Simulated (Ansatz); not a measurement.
LiNbO₃ (LiNbO3 type, space group R3c)

```cif
data_Li6Nb6O18
_chemical_formula_sum 'Li6 Nb6 O18'
_space_group_name_H-M_alt 'R3c :H'
_space_group_IT_number 161
_space_group_name_Hall 'R 3 -2"c'
_cell_length_a 5.13748
_cell_length_b 5.13748
_cell_length_c 13.88474
_cell_angle_alpha 90.000
_cell_angle_beta 90.000
_cell_angle_gamma 120.000
loop_
_atom_site_label
_atom_site_type_symbol
_atom_site_symmetry_multiplicity
_atom_site_Wyckoff_symbol
_atom_site_fract_x
_atom_site_fract_y
_atom_site_fract_z
_atom_site_occupancy
Li1 Li 6 a 0.00000 0.00000 0.29782 1
Nb1 Nb 6 a 0.00000 0.00000 0.01582 1
O1 O 18 b 0.04476 0.34357 0.07888 1
```
(The calculation used a cell of 10 atoms; values per cell refer to that cell.)

E(V) scan at fixed shape, V₀ the volume above. The atoms relax within the cell's symmetry.

Computed with r2SCAN (plane waves to 500 eV, PAW, scalar-relativistic; Ansatz, an electronic-structure program). k mesh 8×8×8 (Γ-centred), Fermi-Dirac smearing 0.05 eV. Energies are smeared free energies. LiNbO3 is run without spin polarisation. LiNbO3 was relaxed with its symmetry unable to fall. The zero of ΔE is the relaxed starting cell.

**Question.** Estimate the ΔE (meV/atom) for V/V₀ = 0.940, 0.952, 0.964, 0.976, 1.012, 1.024, 1.048, 1.060.

**Answer.** 
| V/V₀ | ΔE (meV/atom) |
|---|---|
| 0.940 | 15.8 |
| 0.952 | 9.9 |
| 0.964 | 5.4 |
| 0.976 | 2.4 |
| 1.012 | 0.5 |
| 1.024 | 2.1 |
| 1.048 | 8.0 |
| 1.060 | 12.1 |

(Under strain, the slope of the energy per volume gives the stress and its curvature an elastic modulus.)
